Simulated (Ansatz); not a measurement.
**MoIr: computed property card**

MoIr:
```xyz
4
Lattice="4.3886 0.0000 0.0000 0.0000 2.7308 0.0000 0.0000 0.0000 4.7698" Properties=species:S:1:pos:R:3 pbc="T T T"
Mo     1.0971     0.0000     3.9570
Mo     3.2914     0.0000     0.8128
Ir     1.0971     1.3654     1.5526
Ir     3.2914     1.3654     3.2172
```

Space group Pmma (No. 51); conventional cell a = 4.3886 Å, b = 2.7308 Å, c = 4.7698 Å, α = 90.00°, β = 90.00°, γ = 90.00°.

Method: LDA in the plane-wave PAW code Ansatz. Geometry: relaxed at this level of theory. Other levels are named where they apply.

**Cell and energy**

```
Item                                                                Result
-----------------------------------------------------  -------------------
Volume per atom                                                   14.29 Å³
Density                                                        16.74 g/cm³
Formation energy from the elements (no fitted shifts)  -34 kJ/mol of atoms
```

**Electronic structure**

```
Property                                                                    Result
------------------------------------  --------------------------------------------
Electronic character                                             metallic (no gap)
Density of states at the Fermi level  0.67 states/eV per atom (mean over ±0.08 eV)
```

**Mechanics**

```
Quantity                                                                                                                                  Value
--------------------------------------------  -------------------------------------------------------------------------------------------------
Elastic constants (relaxed ions, GPa)         C11 = 673, C22 = 679, C33 = 624, C12 = 195, C13 = 226, C23 = 185, C44 = 172, C55 = 180, C66 = 200
Mechanical stability                                                                                     stable (all eigenvalues of C positive)
Hill bulk and shear moduli                                                                                                      354 and 200 GPa
Young's modulus                                                                                                                         505 GPa
Poisson's ratio                                                                                                                            0.26
Debye temperature from the elastic constants                                                                                              472 K
```

**Phonons**

```
Quantity                                        Value
-----------------------------  ----------------------
Highest zone-centre frequency               230 cm^-1
Zone-centre stability          no imaginary mode at Γ
```

The workflow started from a Materials Project entry (that database holds measured and hypothetical structures alike); the Crystallography Open Database files this formula in space group No. 51, but the cells were not matched. Its standing as an ambient phase is unchecked. The LDA relaxation kept the symmetry of its start. The run is not spin-polarised. As this level gives no gap, shear constants depend on the k-mesh and smearing (Fermi–Dirac, 0.1 eV here). As this level gives no gap, phonon frequencies hold no LO–TO term and depend on the k-mesh and smearing (Fermi–Dirac, 0.1 eV here). Axis ratios of metals converge slowly with the k-mesh, so a and c are less sure than the volume. The references are the lowest solids computed at this level, not always the standard phases. Scalar-relativistic: spin–orbit coupling is off unless named, which matters more the heavier the elements.

Potentials: the later of the program's two PAW sets.
